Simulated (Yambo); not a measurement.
Yambo run on WS₂ (space group P6_3/mmc, No. 194). The wavefunctions come from this Quantum ESPRESSO step (PBEsol, PseudoDojo standard norm-conserving files, fully relativistic):

```
&CONTROL
  calculation = 'nscf'
  pseudo_dir = './pseudo'
  outdir = './out'
/
&SYSTEM
  ibrav = 0
  nat = 6
  ntyp = 2
  ecutwfc = 74.0
  ecutrho = 296.0
  occupations = 'fixed'
  force_symmorphic = .true.
  nbnd = 259
  noncolin = .true.
  lspinorb = .true.
/
&ELECTRONS
  conv_thr = 6.000000000000001e-09
  diago_full_acc = .true.
  diago_thr_init = 1e-08
/
ATOMIC_SPECIES
S 32.0600 S.upf
W 183.8400 W.upf
CELL_PARAMETERS angstrom
  3.153822031185   0.000000000000   0.000000000000
 -1.576911015593   2.731289998021   0.000000000000
  0.000000000000   0.000000000000  12.138352098000
ATOMIC_POSITIONS crystal
S   0.333333333000   0.666666667000   0.620237468200
S   0.666666666333   0.333333333667   0.379762531800
S   0.666666666333   0.333333333667   0.120237468200
S   0.333333333000   0.666666667000   0.879762531800
W   0.333333333000   0.666666667000   0.250000000000
W   0.666666666333   0.333333333667   0.750000000000
K_POINTS automatic
6 6 1 0 0 0
```

Yambo input:

```
rim_cut
gw0
dyson
el_el_corr
HF_and_locXC
ppa
em1d
RandQpts= 1000000
RandGvec= 1 Ry
EXXRLvcs= 74 Ry
VXCRLvcs= 296 Ry
Chimod= "HARTREE"
% BndsRnXp
 9 | 258 |
%
NGsBlkXp= 6 Ry
% LongDrXp
 1.0 | 1.0 | 1.0 |
%
PPAPntXp= 27.2114 eV
% GbndRnge
 1 | 258 |
%
GTermKind= "BG"
DysSolver= "n"
ExtendOut
% QPkrange
 1 | 1 | 52 | 53 |
 4 | 4 | 52 | 53 |
 5 | 5 | 52 | 53 |
 7 | 7 | 50 | 54 |
%
```

k points by index: 1 = Γ, 4 = M, 5 = (0.167, 0.167, 0), 7 = K.

Table of the .qp output:

```
#    K-point    Band    Eo [eV]    E [eV]    E-Eo [eV]    Vxc [eV]    Vnlxc [eV]    Sc|Eo [eV]    Sc|E [eV]    dSc/dw|Eo [eV]    Re(Z)    Im(Z)
#
    1    52    0.000000    0.137686    0.137686    -15.51244    -15.89306    0.553935    0.518301    -7.044104    0.794364    -0.001244
    1    53    2.110150    2.529145    0.418995    -14.98295    -10.92140    -3.531569    -3.642556    -7.206810    0.790609    -0.001049
    4    52    -1.559576    -1.620375    -0.060800    -14.14822    -15.71867    1.494026    1.509656    -6.987703    0.795674    -0.001310
    4    53    2.143476    2.985691    0.842214    -17.41286    -12.06406    -4.283979    -4.506587    -7.191195    0.790966    -0.001499
    5    52    -1.474442    -1.368165    0.106276    -15.12163    -16.26797    1.280505    1.252618    -7.144051    0.792053    -0.001289
    5    53    0.802958    1.282646    0.479688    -14.28812    -10.28073    -3.408556    -3.527711    -6.758215    0.801049    -0.001219
    7    50    -0.961173    -0.794712    0.166461    -15.22800    -15.81417    0.795493    0.752639    -7.007136    0.795222    -0.001279
    7    51    -0.472675    -0.310300    0.162375    -15.07563    -15.35615    0.484337    0.442891    -6.947157    0.796618    -0.001242
    7    52    -0.472675    -0.310300    0.162375    -15.07563    -15.35615    0.484337    0.442891    -6.947157    0.796618    -0.001242
    7    53    1.158919    1.862375    0.703456    -16.17317    -11.77671    -3.515084    -3.693005    -6.881590    0.798150    -0.001236
    7    54    1.158919    1.862375    0.703456    -16.17317    -11.77671    -3.515084    -3.693005    -6.881590    0.798150    -0.001236
```
(The two width columns are left out.) Convergence of these settings isn't established.

Geometry relaxed with PBE+D3(BJ).
